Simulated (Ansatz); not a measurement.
Values for one crystal, relaxed and computed with plane-wave PAW PBEsol (Ansatz code); other levels are named.

- Volume per atom = 23.53 Å³
- Band gap = 3.28 eV (smallest direct gap 3.28 eV)
- Mechanical stability = marginal (the smallest eigenvalue of C is near zero)
- Conduction-band minimum = at Γ
- Elastic constants (relaxed ions, GPa) = C11 = 50.7, C12 = 49.5, C13 = 48.1, C33 = 93.7, C44 = 15.7, C66 = 22.0
- Highest zone-centre frequency (without LO–TO term) = 364 cm⁻¹
- Valence-band maximum = on the M–Γ line, 91 % of the way from M

Problem. Which of these materials gives this?
A) MgIn2O4, I-4 (In on 2b, In on 2d, Mg on 2a, O on 8g)
B) GaN, P4_2/mnm (Ga on 4g, N on 4f)
C) PbS, zinc blende
D) MgS, P4_2/mnm (Mg on 4g, S on 4f)

Solution. D, MgS, P4_2/mnm (Mg on 4g, S on 4f)

The start of the workflow was typed in or built on a structure type; neither database checked (COD, Materials Project) lists it. COD files the formula under space group No. 225. Its standing as an ambient phase is unchecked. The PBEsol relaxation kept the symmetry of its start; its stability against distortions is not shown here.

Potentials: the earlier of the program's two PAW sets. The files were generated under PBE; for other functionals the program regenerates the frozen cores, and for LDA and PBEsol the local potential too.
